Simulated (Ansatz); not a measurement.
A geometry of CeO₂ away from equilibrium: the start of the relaxation of a relaxed CeO2 cell, doubled along one cell vector, shaken by Gaussian noise of σ = 0.08 Å a coordinate. The numbers are results of r2SCAN (plane waves to 500 eV, PAW, scalar-relativistic; Ansatz, an electronic-structure program), not measurements. Γ-centred k-mesh 7×4×7 on the run's cell (coarser than for final values), Fermi–Dirac smearing 0.05 eV.

```xyz
6
Lattice="0.0000 2.7187 2.7187 5.4373 0.0000 5.4373 2.7187 2.7187 0.0000" Properties=species:S:1:pos:R:3:forces:R:3 pbc="T T T" free_energy=-15465.164 pressure_GPa=2.5
Ce     0.0429    -0.0494    -0.0259   -0.9409    0.2981   -0.1899
Ce     5.4178     2.7368     2.7626    0.0998   -0.3952   -0.1182
O      4.2019     4.1477     4.1328   -1.9088   -0.4492   -0.6617
O      6.6658     3.9859     6.8077    0.7254    0.4383   -0.4030
O      1.3149     1.3594     1.2327    0.2444   -0.1544    0.9974
O      3.8960     1.3339     4.0580    1.7800    0.2624    0.3754
```

Positions in Å, forces in eV/Å, free energy of the cell in eV (comparable only within this code, potentials and settings). Largest force: 2.07 eV/Å, on O3 (atoms numbered as listed); the geometry lies 0.08 eV/atom above the end of its relaxation.

No spin polarisation in the result. No Hubbard U is applied. The f-shell occupation is the one the SCF fell into and was not checked against other states.
